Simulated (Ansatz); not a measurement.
**Structures of KAg$_{3}$: which is lowest?**

Plane-wave DFT in Ansatz with scalar-relativistic PAW potentials, cutoff 420 eV, Γ-centred meshes chosen by cell and gap, Gaussian smearing with energies taken to zero width. Every cell was relaxed (cell and atoms) in a run of its own, within the symmetry of its start. Functional: PBE.

Relaxed structures (starts from databases or built by putting these elements on another compound's sites):
A. Pm-3m, 4 atoms in the computed cell, a = 4.530 Å; sites (symmetry × multiplicity) K m-3m × 1, Ag 4/mm.m × 3; start: built
B. P6_3/mmc, 8 atoms in the computed cell, a = 7.476 Å, c = 4.718 Å; sites (symmetry × multiplicity) K -6m2 × 2, Ag mm2 × 6; start: built

Q: Rank them by energy. Could pressure change the order?

A:
```tsv
structure	group	E − E(lowest) (meV/atom)	V (Å³/atom)	gap on mesh (eV)
B	P6_3/mmc	0.0	28.54	0.00
A	Pm-3m	145	23.24	0.00
```

B is lowest, 145 meV/atom under A. A is denser by 5.30 Å³/atom, so pressure favours it: ΔE/ΔV, with ΔE in eV and 1 eV/Å³ = 160.2 GPa, gives about 4.4 GPa for equal enthalpy if both cells were rigid, a rough figure since the two compress differently. Other structures may lie lower than all of these, and vibrations aren't counted.